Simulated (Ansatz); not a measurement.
AlB$_{2}$W$_{2}$:
```
AlB2W2
1.0
    1.53547    -5.75381     0.00000
    1.53547     5.75381     0.00000
    0.00000     0.00000     3.11431
Al W B
1 2 2
Direct
  0.00000   0.00000   0.00000
  0.35651   0.64349   0.50000
  0.64349   0.35651   0.50000
  0.20560   0.79440   0.00000
  0.79440   0.20560   0.00000
```

Relaxed with PBEsol. Special points in fractions of this cell's reciprocal vectors: Γ (0.000, 0.000, 0.000); Y (-0.500, 0.500, 0.000); C0 (-0.268, 0.732, 0.000); Σ0 (0.268, 0.268, 0.000); Z (0.000, 0.000, 0.500); A0 (0.268, 0.268, 0.500); E0 (-0.268, 0.732, 0.500); T (-0.500, 0.500, 0.500); S (0.000, 0.500, 0.000); R (0.000, 0.500, 0.500).

Question: List the band energies nearest the Fermi level at these points for DFT-PBEsol in the program Ansatz with PAW potentials.

Answer: In eV from the Fermi level; about four levels below and three above (degenerate sets whole), none deeper than 8.9 eV; points with the same levels are listed once.

```tsv
k	below	above
Γ	-4.20 -4.07 -4.07 -3.59	0.83 0.96 1.48
Y	-4.28 -4.11 -4.09 -3.70	0.02 0.61 0.85
C0	-3.98 -3.87 -3.54 -3.51	0.35 0.82 0.96
Z	-1.84 -1.44 -1.39 -0.47	1.65 1.97 2.47
A0	-5.45 -3.61 -3.20 -0.45	0.14 0.28 2.36
T	-3.27 -1.64 -1.03 -0.94	2.18 2.90 3.10
S	-3.96 -3.92 -3.65 -3.42	0.30 0.85 0.88
R	-5.48 -3.50 -3.22 -0.51	0.13 0.38 2.39
```

Space group Cmmm. The start of the workflow was typed in or built on a structure type; neither database checked (COD, Materials Project) lists it. Its standing as an ambient phase is unchecked. The PBEsol relaxation kept the symmetry of its start; its stability against distortions is not shown here. The run is not spin-polarised. Spin–orbit coupling is left out wherever it is not named.

Potentials: the later of the program's two PAW sets.
